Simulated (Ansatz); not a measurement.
YN (rock salt)

```xyz
2
Lattice="0.0000 2.4478 2.4478 2.4478 0.0000 2.4478 2.4478 2.4478 0.0000" Properties=species:S:1:pos:R:3 pbc="T T T"
N      0.0000     0.0000     0.0000
Y      2.4478     2.4478     2.4478
```

The volume is varied about the relaxed value V₀ at fixed cell shape. Symmetry pins the atoms to their sites.

Method: r2SCAN (plane waves to 500 eV, PAW, scalar-relativistic; Ansatz, a quantum-chemistry and plane-wave program). k mesh 12×12×12 (Γ-centred), Fermi-Dirac smearing 0.05 eV. The energy includes the smearing's −TS. YN is run without spin polarisation. YN was relaxed with its symmetry unable to fall. The zero of ΔE is the relaxed starting cell.

```json
[
 {"V (Å³/atom)": "12.320", "ΔE (meV/atom)": "267.6"},
 {"V (Å³/atom)": "12.712", "ΔE (meV/atom)": "176.3"},
 {"V (Å³/atom)": "13.103", "ΔE (meV/atom)": "107.2"},
 {"V (Å³/atom)": "13.494", "ΔE (meV/atom)": "57.3"},
 {"V (Å³/atom)": "13.885", "ΔE (meV/atom)": "24.3"},
 {"V (Å³/atom)": "14.276", "ΔE (meV/atom)": "5.8"},
 {"V (Å³/atom)": "14.667", "ΔE (meV/atom)": "0.0"},
 {"V (Å³/atom)": "15.058", "ΔE (meV/atom)": "5.3"},
 {"V (Å³/atom)": "15.449", "ΔE (meV/atom)": "20.2"},
 {"V (Å³/atom)": "15.841", "ΔE (meV/atom)": "43.5"},
 {"V (Å³/atom)": "16.232", "ΔE (meV/atom)": "74.1"},
 {"V (Å³/atom)": "16.623", "ΔE (meV/atom)": "111.0"},
 {"V (Å³/atom)": "17.014", "ΔE (meV/atom)": "153.5"}
]
```

What is the fitted pressure derivative B₀′?

4.2.

What bulk modulus B₀ follows from a third-order Birch-Murnaghan fit?

169 GPa. Check by three points about V = 14.667 Å³/atom, step 0.391: d²E/dV² ≈ (5.8 − 2·0.0 + 5.3) meV / 0.391² = 0.0725 eV/Å⁶, and V·d²E/dV² × 160.2 = 170 GPa.

(A scan under strain: stresses follow from slopes of the energy per volume, elastic moduli from its curvatures.)
